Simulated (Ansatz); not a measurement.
**Hf: from a starting cell to a relaxed one**

The start is a generated cell, Hf placed in the AFLOW prototype A_cI16_220_c (as in Li). Cell shape, volume and atoms are optimised at zero target pressure with r2SCAN (plane waves to 500 eV, PAW, scalar-relativistic; Ansatz, a first-principles code). The first steps use a coarse 7×7×7 k-mesh.

The start:
```yaml
crystal:
  lattice:
    - [-3.55409, 3.55409, 3.55409]
    - [3.55409, -3.55409, 3.55409]
    - [3.55409, 3.55409, -3.55409]
  atoms:
    - { symbol: Hf, position: [0.40200, 0.40200, 0.40200] }
    - { symbol: Hf, position: [0.50000, 0.00000, 0.09800] }
    - { symbol: Hf, position: [0.00000, 0.09800, 0.50000] }
    - { symbol: Hf, position: [0.09800, 0.50000, 0.00000] }
    - { symbol: Hf, position: [0.90200, 0.90200, 0.90200] }
    - { symbol: Hf, position: [0.50000, 0.00000, 0.59800] }
    - { symbol: Hf, position: [0.00000, 0.59800, 0.50000] }
    - { symbol: Hf, position: [0.59800, 0.50000, 0.00000] }
```

Question: How large is the pressure on the unrelaxed cell, and of which sign?

Answer: +3.0 GPa (positive: the cell is compressed).

Question: What is the largest force in the starting geometry, and on which atom (counted from 1)?

Answer: 2.04 eV/Å, on Hf1, Hf2, Hf3, Hf4, Hf5, Hf6, Hf7, Hf8 (atoms numbered as listed).

Question: How much energy is released per atom?

Answer: 0.35 eV/atom.

Question: What band gap does the relaxed structure have at this level?

Answer: Zero (metallic).

Question: Write out the relaxed structure.

Answer: 
Space group I-43d (No. 220); a = 7.1057 Å, b = 7.1057 Å, c = 7.1057 Å, α = 90.00°, β = 90.00°, γ = 90.00°

| atom | site | symmetry | x | y | z |
|---|---|---|---|---|---|
| Hf | 16c | .3. | 0.2271 | 0.2271 | 0.2271 |
(The calculation used a cell of 8 atoms; values per cell refer to that cell.)

The space group stays I-43d (No. 220) (the run could not lower it); the end is AFLOW prototype A_cI16_220_c (as in Li), with 8 atoms in the primitive cell. Final values are on a 9×9×9 k-mesh of the relaxed cell. No spin polarisation in the result.

The run could not lose the symmetry of its start, so the end can be a saddle point.

The relaxed structure here is a generated cell of Hf: the first start was made by placing the elements on the sites of a structure type, and the end was not matched to a known phase here, so it may be hypothetical. Known forms of Hf include space group No. 194.
